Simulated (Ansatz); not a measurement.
A geometry of ZrO2 away from equilibrium: the start of the relaxation of a relaxed ZrO2 cell shaken by Gaussian noise of σ = 0.08 Å a coordinate. Level of theory: r2SCAN (plane waves to 500 eV, PAW, scalar-relativistic; Ansatz, a program for electronic structure). Γ-centred k-mesh 4×4×4 on the run's cell (coarser than for final values), Fermi–Dirac smearing 0.05 eV.

```xyz
12
Lattice="5.1543 0.0000 0.0000 0.0000 5.2257 0.0000 -0.8717 0.0000 5.2596" Properties=species:S:1:pos:R:3 pbc="T T T"
Zr     1.1793     0.2658     1.1344
Zr     3.3891     2.8006     1.6828
Zr     2.9970     5.1419     4.2133
Zr     0.8387     2.3476     3.7016
O     -0.0682     1.8172     1.7360
O      4.6673     4.3476     0.8562
O      4.1998     3.4592     3.5121
O     -0.3660     0.9401     4.4607
O      1.9979     3.9101     2.4695
O      2.8631     1.2008     0.2177
O      2.3151     1.1399     2.8324
O      1.4922     3.8136     5.1091
```

Task: What forces act on the atoms (eV/Å)?

Result: 
| atom | Fx | Fy | Fz |
|---|---|---|---|
| Zr1 | -0.94 | -2.01 | -0.81 |
| Zr2 | 1.75 | 1.24 | -3.01 |
| Zr3 | 1.54 | -4.50 | 1.64 |
| Zr4 | -1.67 | 2.61 | 1.40 |
| O5 | 2.92 | -1.63 | 1.14 |
| O6 | 0.26 | 0.47 | 0.30 |
| O7 | 0.48 | 0.00 | 0.01 |
| O8 | -0.14 | -0.65 | 0.06 |
| O9 | -2.53 | 1.28 | 1.17 |
| O10 | -0.80 | 1.21 | -0.05 |
| O11 | -0.60 | 2.10 | -1.80 |
| O12 | -0.27 | -0.14 | -0.07 |

Task: What is the pressure?

Result: +4.4 GPa, compression positive.

Task: How much energy per atom can still be gained by relaxing?

Result: 0.12 eV/atom; the path ends in P2₁/c (No. 14) (AFLOW prototype A2B_mP12_14_2e_e (C43, as in ZrO2)).

No spin polarisation in the result.
